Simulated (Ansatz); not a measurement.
TiS₂:
```cif
data_S4Ti2
_chemical_formula_sum 'Ti2 S4'
_space_group_name_H-M_alt 'P42/mnm'
_space_group_IT_number 136
_space_group_name_Hall '-P 4n 2n'
_cell_length_a 5.83380
_cell_length_b 5.83380
_cell_length_c 3.33648
_cell_angle_alpha 90.000
_cell_angle_beta 90.000
_cell_angle_gamma 90.000
loop_
_atom_site_label
_atom_site_type_symbol
_atom_site_symmetry_multiplicity
_atom_site_Wyckoff_symbol
_atom_site_fract_x
_atom_site_fract_y
_atom_site_fract_z
_atom_site_occupancy
Ti1 Ti 2 a 0.00000 0.00000 0.00000 1
S1 S 4 f 0.29979 0.29979 0.00000 1
```

Relaxed with PBEsol.

Problem. Decompose the optical modes at the zone centre into irreducible representations, and say which are infrared and Raman allowed.

Solution. Point group 4/mmm: Γ_opt = A1g + A2g + A2u + B1g + 2B1u + B2g + Eg + 3Eu. Infrared: A2u, Eu. Raman: A1g, B1g, B2g, Eg.

Problem. Assign frequencies (DFPT, the program Ansatz at the PBEsol level (PAW)).

Solution. B1g 55, B1u 113, Eu 123, A2u 126, B1u 163, A2g 182, Eu 220, Eg 250, A1g 345, Eu 375, B2g 402 cm⁻¹.

Subscripts of B labels follow the axes of the standard setting.

Space group P4_2/mnm (rutile). A made-up cell: these elements were put on the sites of a structure type; neither database checked (COD, Materials Project) lists it. It is not the phase usual at ambient conditions (space group No. 164). The PBEsol relaxation kept the symmetry of its start; of distortions, only those at the zone centre were tested. No spin polarisation was allowed. As this level gives no gap, phonon frequencies hold no LO–TO term and depend on the k-mesh and smearing (Fermi–Dirac, 0.1 eV here).

Potentials: the later of the program's two PAW sets.
